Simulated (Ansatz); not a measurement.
Calculated Al-27 nuclear quadrupole resonance for Al₅HO₈

Cell: a COD entry (perhaps calculated rather than measured) whose atoms were relaxed with PBE, the cell held.

Space group P6_3mc (No. 186); a = 5.6153, c = 8.8249 Å, γ = 120.00°.

```csv
site,Wyckoff,site symmetry,x,y,z
Al1,6c,.m.,0.1657,0.3315,0.3647
Al7,2b,3m.,0.6667,0.3333,0.1583
Al9,2b,3m.,0.3333,0.6667,0.0462
H,2a,3m.,0.0000,0.0000,0.0961
O13,2a,3m.,0.0000,0.0000,0.9841
O15,6c,.m.,0.5145,0.0291,0.0003
O21,6c,.m.,0.3316,0.1658,0.2617
O27,2b,3m.,0.3333,0.6667,0.2533
```

One atom of each set is listed.

Computed with Ansatz: DFT, PBE, plane waves and PAW, scalar-relativistic, 420 eV cutoff, Γ-centred 5×5×3 k-points, Fermi–Dirac smearing 0.02 eV.

Al-27: I = 5/2, Q = 146.6 mb (year-2017 value). Static lattice, zero field.

Question: At which frequencies do the Al-27 NQR lines lie?

Answer: For I = 5/2 and η = 0 the lines are 3|C_Q|/20 and twice that; η pulls their ratio below 2. At large η the states mix, and weaker lines appear at sums of the main ones; lines under 5 % of the strongest are left out.

```json
{"site": "Al1", "atoms": "6", "V_zz (10²¹ V/m²)": "1.37", "C_Q (MHz)": "4.84", "η": "0.74", "line frequencies (MHz)": "1.07, 1.34, 2.40"}
{"site": "Al7", "atoms": "2", "V_zz (10²¹ V/m²)": "0.58", "C_Q (MHz)": "2.07", "η": "0.00", "line frequencies (MHz)": "0.310, 0.620"}
{"site": "Al9", "atoms": "2", "V_zz (10²¹ V/m²)": "1.88", "C_Q (MHz)": "6.68", "η": "0.00", "line frequencies (MHz)": "1.00, 2.00"}
```

An axis of threefold or higher order runs through Al7 and Al9, so V_zz lies along it and η is zero.
